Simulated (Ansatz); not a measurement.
AlN:
```cif
data_Al4N4
_chemical_formula_sum 'Al4 N4'
_space_group_name_H-M_alt 'Fm-3m'
_space_group_IT_number 225
_space_group_name_Hall '-F 4 2 3'
_cell_length_a 4.02604
_cell_length_b 4.02604
_cell_length_c 4.02604
_cell_angle_alpha 90.000
_cell_angle_beta 90.000
_cell_angle_gamma 90.000
loop_
_atom_site_label
_atom_site_type_symbol
_atom_site_symmetry_multiplicity
_atom_site_Wyckoff_symbol
_atom_site_fract_x
_atom_site_fract_y
_atom_site_fract_z
_atom_site_occupancy
Al1 Al 4 b 0.50000 0.50000 0.50000 1
N1 N 4 a 0.00000 0.00000 0.00000 1
```
(The calculation used a cell of 2 atoms; values per cell refer to that cell.)

Relaxed with r²SCAN+D4.

Question: Which orbitals make up the states near the band edges in the program Ansatz at the r²SCAN+D4 level (PAW)?

Answer: Top 1 eV of the valence band: N 2p 94 %. Bottom 1 eV of the conduction band: Al 3s 56 %, Al 3p 8 %, N 2s 7 %, outside the projected shells 27 %. Projections are on Löwdin-orthogonalised atomic valence shells; empty p or d shells of many metals are not among them.

Question: Tabulate the density of states.

Answer: States/eV per cell of 2 atoms, in 0.25 eV bins, energy from the valence-band maximum.

| E (eV) | total | N 2p | Al 3p | Al 3s |
|---|---|---|---|---|
| -7.85 | 0.27 | 0.18 | 0.02 | 0.06 |
| -7.60 | 0.38 | 0.25 | 0.04 | 0.07 |
| -7.35 | 0.58 | 0.37 | 0.11 | 0.08 |
| -7.10 | 0.85 | 0.54 | 0.18 | 0.09 |
| -6.85 | 1.20 | 0.76 | 0.27 | 0.11 |
| -6.60 | 1.15 | 0.74 | 0.22 | 0.11 |
| -6.35 | 0.67 | 0.43 | 0.11 | 0.07 |
| -6.10 | 0.38 | 0.25 | 0.05 | 0.04 |
| -5.85 | 0.37 | 0.24 | 0.04 | 0.04 |
| -5.60 | 0.50 | 0.33 | 0.09 | 0.04 |
| -5.35 | 0.53 | 0.36 | 0.10 | 0.04 |
| -5.10 | 0.55 | 0.38 | 0.10 | 0.03 |
| -4.85 | 0.56 | 0.38 | 0.10 | 0.03 |
| -4.60 | 0.57 | 0.40 | 0.11 | 0.03 |
| -4.35 | 0.57 | 0.41 | 0.10 | 0.03 |
| -4.10 | 0.57 | 0.41 | 0.10 | 0.02 |
| -3.85 | 0.61 | 0.45 | 0.10 | 0.03 |
| -3.60 | 0.70 | 0.53 | 0.10 | 0.04 |
| -3.35 | 0.78 | 0.60 | 0.11 | 0.04 |
| -3.10 | 0.94 | 0.73 | 0.13 | 0.04 |
| -2.85 | 1.16 | 0.93 | 0.16 | 0.04 |
| -2.60 | 1.18 | 0.96 | 0.15 | 0.03 |
| -2.35 | 1.17 | 0.97 | 0.13 | 0.03 |
| -2.10 | 1.18 | 1.00 | 0.12 | 0.02 |
| -1.85 | 1.19 | 1.03 | 0.10 | 0.02 |
| -1.60 | 1.19 | 1.07 | 0.08 | 0.01 |
| -1.35 | 1.24 | 1.13 | 0.06 | 0.01 |
| -1.10 | 0.99 | 0.92 | 0.04 | 0.00 |
| -0.85 | 0.68 | 0.63 | 0.02 | 0.00 |
| -0.60 | 0.51 | 0.48 | 0.02 | 0.00 |
| -0.35 | 0.35 | 0.34 | 0.01 | 0.00 |
| -0.10 | 0.14 | 0.14 | 0.01 | 0.00 |
| 0.15 | 0.00 | 0.00 | 0.00 | 0.00 |
| 0.40 | 0.00 | 0.00 | 0.00 | 0.00 |
| 0.65 | 0.00 | 0.00 | 0.00 | 0.00 |
| 0.90 | 0.00 | 0.00 | 0.00 | 0.00 |
| 1.15 | 0.00 | 0.00 | 0.00 | 0.00 |
| 1.40 | 0.00 | 0.00 | 0.00 | 0.00 |
| 1.65 | 0.00 | 0.00 | 0.00 | 0.00 |
| 1.90 | 0.00 | 0.00 | 0.00 | 0.00 |
| 2.15 | 0.00 | 0.00 | 0.00 | 0.00 |
| 2.40 | 0.00 | 0.00 | 0.00 | 0.00 |
| 2.65 | 0.00 | 0.00 | 0.00 | 0.00 |
| 2.90 | 0.00 | 0.00 | 0.00 | 0.00 |
| 3.15 | 0.00 | 0.00 | 0.00 | 0.00 |
| 3.40 | 0.00 | 0.00 | 0.00 | 0.00 |
| 3.65 | 0.00 | 0.00 | 0.00 | 0.00 |
| 3.90 | 0.00 | 0.00 | 0.00 | 0.00 |
| 4.15 | 0.00 | 0.00 | 0.00 | 0.00 |
| 4.40 | 0.00 | 0.00 | 0.00 | 0.00 |
| 4.65 | 0.00 | 0.00 | 0.00 | 0.00 |
| 4.90 | 0.00 | 0.00 | 0.00 | 0.00 |
| 5.15 | 0.00 | 0.00 | 0.00 | 0.00 |
| 5.40 | 0.00 | 0.00 | 0.00 | 0.00 |
| 5.65 | 0.01 | 0.00 | 0.00 | 0.01 |
| 5.90 | 0.06 | 0.00 | 0.00 | 0.05 |
| 6.15 | 0.13 | 0.00 | 0.01 | 0.08 |
| 6.40 | 0.20 | 0.00 | 0.02 | 0.10 |
| 6.65 | 0.25 | 0.01 | 0.03 | 0.11 |
| 6.90 | 0.30 | 0.01 | 0.04 | 0.13 |
| 7.15 | 0.42 | 0.02 | 0.09 | 0.15 |
| 7.40 | 0.54 | 0.02 | 0.14 | 0.16 |
| 7.65 | 0.67 | 0.04 | 0.19 | 0.17 |
| 7.90 | 0.86 | 0.05 | 0.27 | 0.19 |
| 8.15 | 1.09 | 0.08 | 0.37 | 0.21 |
| 8.40 | 1.18 | 0.10 | 0.40 | 0.23 |
| 8.65 | 1.11 | 0.11 | 0.35 | 0.24 |
| 8.90 | 1.12 | 0.13 | 0.32 | 0.30 |
| 9.15 | 0.90 | 0.11 | 0.25 | 0.28 |
| 9.40 | 0.56 | 0.07 | 0.15 | 0.14 |
| 9.65 | 0.44 | 0.05 | 0.11 | 0.10 |
| 9.90 | 0.40 | 0.06 | 0.08 | 0.10 |
| 10.15 | 0.72 | 0.10 | 0.21 | 0.19 |
| 10.40 | 0.93 | 0.13 | 0.31 | 0.25 |

This is a known high-pressure phase of the composition, computed here at zero pressure and temperature. The cell was relaxed with r²SCAN+D4 under the symmetry of its start; its stability against distortions is not shown here. The volume moved by -38 % from the start of the relaxation.

Potentials: the later of the program's two PAW sets.
